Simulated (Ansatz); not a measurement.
The relaxed structure here is a generated cell of Ru: the first start was made by a random draw of sites in a space group, and the end was not matched to a known phase here, so it may be hypothetical. Known forms of Ru include space group No. 194.

A relaxed cell of Ru (I4/mmm (No. 139)), relaxed on a k-mesh at least as fine as the one used below. Level of theory: r2SCAN (plane waves to 500 eV, PAW, scalar-relativistic; Ansatz, a first-principles code). Γ-centred k-mesh 15×15×7 on the run's cell (coarser than for final values), Fermi–Dirac smearing 0.05 eV.

```yaml
crystal:
  lattice:
    - [-1.59976, 1.59976, 1.36427]
    - [1.59976, -1.59976, 1.36427]
    - [3.19951, 3.19951, -2.72855]
  atoms:
    - { symbol: Ru, position: [0.50000, 0.50000, 0.00000] }
    - { symbol: Ru, position: [0.50000, 0.50000, 0.50000] }
```

The atoms are displaced by (Å):

```
atom      ux      uy      uz
----  ------  ------  ------
Ru1   -0.050  -0.067   0.090
Ru2    0.082  -0.057  -0.145
```

Task: What forces (eV/Å) and pressure result?

Result: 
| atom | Fx | Fy | Fz |
|---|---|---|---|
| Ru1 | -0.13 | 1.25 | -0.34 |
| Ru2 | 0.13 | -1.25 | 0.34 |

Pressure +3.1 GPa.

The undisplaced cell is probably no minimum: from this displacement the run went on to P6₃/mmc (No. 194), 0.58 eV/atom below it.

No spin polarisation in the result.
